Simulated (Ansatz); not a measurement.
## Computed properties of BRh

BRh:
```yaml
crystal:
  lattice:
    - [3.33428, 0.00000, 0.00000]
    - [-1.66714, 2.88757, 0.00000]
    - [0.00000, 0.00000, 4.06105]
  atoms:
    - { symbol: B, position: [0.00000, 0.00000, 0.00000] }
    - { symbol: B, position: [0.00000, 0.00000, 0.50000] }
    - { symbol: Rh, position: [0.66667, 0.33333, 0.75000] }
    - { symbol: Rh, position: [0.33333, 0.66667, 0.25000] }
```

Space group P6_3/mmc (No. 194), NiAs type; conventional cell a = b = 3.334 Å, c = 4.061 Å, α = β = 90.00°, γ = 120.00°.

Method: plane-wave PAW LDA (Ansatz code). The cell and atoms are relaxed at this level. Other levels are named where they apply.

### Cell and energy

```
Property                                                       Value
-----------------------------------------------------  -------------
Volume per atom                                              9.77 Å³
Density                                                   9.66 g/cm³
Formation energy from the elements (no fitted shifts)  -0.42 eV/atom
```

### Electronic structure

```
Quantity                                                                     Value
------------------------------------  --------------------------------------------
Electronic character                                             metallic (no gap)
Density of states at the Fermi level  0.14 states/eV per atom (mean over ±0.08 eV)
```

### Mechanics

```
Property                                                                                     Result
--------------------------------------------  -----------------------------------------------------
Bulk modulus (Birch–Murnaghan fit)                                                          314 GPa
Pressure derivative B′                                                                          4.4
Elastic constants (relaxed ions, GPa)         C11 = 491, C12 = 232, C13 = 275, C33 = 345, C44 = 175
Mechanical stability                                         stable (all eigenvalues of C positive)
Hill bulk and shear moduli                                                          317 and 120 GPa
Young's modulus                                                                             319 GPa
Poisson's ratio                                                                                0.33
Debye temperature from the elastic constants                                                  550 K
```

### Phonons

```
Item                                           Result
-----------------------------  ----------------------
Highest zone-centre frequency               17.73 THz
Zone-centre stability          no imaginary mode at Γ
```

The workflow started from a Materials Project entry (that database holds measured and hypothetical structures alike); the Crystallography Open Database copy checked does not list it. Whether it is the stable phase at ambient conditions was not checked. Symmetry was held in the LDA relaxation. The run is not spin-polarised. As this level gives no gap, shear constants depend on the k-mesh and smearing (Fermi–Dirac, 0.1 eV here). As this level gives no gap, phonon frequencies hold no LO–TO term and depend on the k-mesh and smearing (Fermi–Dirac, 0.1 eV here). The references are the lowest solids computed at this level, not always the standard phases. Scalar-relativistic: spin–orbit coupling is off unless named, which matters more the heavier the elements.

Potentials: the later of the program's two PAW sets.
